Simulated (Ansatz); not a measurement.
MoSe$_{2}$:
```
MoSe2
1.0
    3.27697     0.00000     0.00000
   -1.63848     2.83794     0.00000
    0.00000     0.00000    12.73538
Se Mo
4 2
Direct
  0.33333   0.66667   0.61856
  0.66667   0.33333   0.11856
  0.33333   0.66667   0.88144
  0.66667   0.33333   0.38144
  0.33333   0.66667   0.25000
  0.66667   0.33333   0.75000
```

Tensor components refer to the Cartesian frame of this cell.

**Question.** Give the high-frequency dielectric tensor and the Born effective charge tensors of the independent atoms from DFPT, the program Ansatz at the PBE+D3(BJ) level (PAW).

**Answer.** 
ε∞:
```
17.0  0.00  0.00
0.00  17.0  0.00
0.00  0.00  8.87
```
Z* of atom 1 (Se), rows: field, columns: displacement, in e:
```
0.90  0.00  0.00
0.00  0.90  0.00
0.00  0.00  0.55
```
Z* of atom 5 (Mo), rows: field, columns: displacement, in e:
```
-1.80   0.00   0.00
 0.00  -1.80   0.00
 0.00   0.00  -1.09
```

Static charges for comparison (Bader): Se1 -0.48, Mo5 +0.96 e. Born charges measure polarisation by displacement and can exceed these by far.

Space group P6_3/mmc. The PBE+D3(BJ) relaxation kept the symmetry of its start; phonons on a q-mesh show no instability. No spin polarisation was allowed. Spin–orbit coupling is left out wherever it is not named.

Potentials: the later of the program's two PAW sets.
